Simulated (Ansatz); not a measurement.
The end point of a relaxation of AlNi. Space group Pm-3m (No. 221), CsCl type. These are PBE (plane waves to 420 eV, PAW, scalar-relativistic; Ansatz, an electronic-structure program) values and carry that method's errors.

```xyz
2
Lattice="2.8927 0.0000 0.0000 0.0000 2.8927 0.0000 0.0000 0.0000 2.8927" Properties=species:S:1:pos:R:3 pbc="T T T"
Ni     0.0000     0.0000     0.0000
Al     1.4464     1.4464     1.4464
```

Problem. What is the computed magnetic moment (PBE)?

Solution. Zero (the starting moments vanished).

No spin polarisation in the result: the starting moments vanished. A magnetic state may lie lower.

Measured for AlNi: a 2.882 Å (static lattice; corrected from measurement; as listed in H. Levämäki et al., Physical Review B (2014)). Computed minus measured — a: PBE +0.4 %. The computed values are for a static lattice.

The run could not lose the symmetry of its start.
